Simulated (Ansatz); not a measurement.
Level of theory: DFT, PBEsol, scalar-relativistic, collinear spin; plane waves to 420 eV with PAW datasets (Ansatz 0.2.0), Γ-centred 8×8×8 mesh, 0.05 eV Gaussian smearing; PAW files: Ansatz's generated set soft_2.

A compound XSb has these computed properties.

```json
{
 "Space group": "F-43m (No. 216)",
 "Conventional cell": "a = 7.120 Å, b = 7.120 Å, c = 7.120 Å, α = 90.00°, β = 90.00°, γ = 90.00°",
 "Volume": "45.12 Å³/atom",
 "Band gap": "zero (metallic)",
 "Density of states at the Fermi level": "about 2 states/(eV·atom)",
 "Magnetic state": "ferromagnetic (the only order tried)",
 "Site spin moments": "X 6.53; Sb -0.33 μB",
 "Spin moment of the cell": "6.00 μB",
 "f electrons (orthogonalised atomic orbitals)": "X 6.70",
 "Formation energy from the elements (0 K, uncorrected)": "-0.28 eV/atom",
 "Bulk modulus (Birch–Murnaghan)": "25 GPa",
 "Pressure derivative B0′": "4.2"
}
```

Sites: X on 4a, Sb on 4d.

Q: Which element is X?
A. Eu
B. Sm
C. Tb
D. Gd

A: A. X is Eu, so the compound is EuSb.

This is a trial structure: such lanthanide and actinide compounds mostly take the rock-salt structure.

Without a U the 4f levels of Eu lie too near the Fermi level, so their share of the states there, and what hangs on it, is overstated. No spin–orbit coupling, a notable omission for heavy elements. Site moments are of spin, integrated over atomic spheres. For an f⁶ shell, the formal count of Eu here, Hund's rules give L = S = 3 and J = 0, a non-magnetic ion. Spin-polarised DFT, with or without U, favours a large spin moment instead, a known failure, so moments and magnetic energies here aren't predictions. Only parallel moments were tried, so the real magnetic order may be another.
